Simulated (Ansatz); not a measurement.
TiN (rock salt)

```cif
data_N4Ti4
_chemical_formula_sum 'N4 Ti4'
_space_group_name_H-M_alt 'Fm-3m'
_space_group_IT_number 225
_space_group_name_Hall '-F 4 2 3'
_cell_length_a 4.24674
_cell_length_b 4.24674
_cell_length_c 4.24674
_cell_angle_alpha 90.000
_cell_angle_beta 90.000
_cell_angle_gamma 90.000
loop_
_atom_site_label
_atom_site_type_symbol
_atom_site_symmetry_multiplicity
_atom_site_Wyckoff_symbol
_atom_site_fract_x
_atom_site_fract_y
_atom_site_fract_z
_atom_site_occupancy
N1 N 4 a 0.00000 0.00000 0.00000 1
Ti1 Ti 4 b 0.50000 0.50000 0.50000 1
```
(The calculation used a cell of 2 atoms; values per cell refer to that cell.)

E(V) scan at fixed shape, V₀ the volume above. Symmetry pins the atoms to their sites.

Method: PBE (plane waves to 420 eV, PAW, scalar-relativistic; Ansatz, a first-principles code). k mesh 19×19×19 (Γ-centred), Fermi-Dirac smearing 0.05 eV. E stands for the smeared free energy. Stress and pressure are positive under compression. The PAW data are Ansatz's earlier set. TiN is run without spin polarisation. TiN was relaxed with its symmetry unable to fall. The zero of ΔE is the relaxed starting cell.

The scan covers V/V₀ from 0.840 to 1.160 in 13 points.

**Question.** What pressure does the cell carry at V/V₀ = 0.840?

**Answer.** 69.9 GPa.

**Question.** What is ΔE at V/V₀ = 0.840?

**Answer.** 287 meV/atom.

**Question.** What is ΔE at V/V₀ = 1.160?

**Answer.** 163 meV/atom.

(Under strain, the slope of the energy per volume gives the stress and its curvature an elastic modulus.)
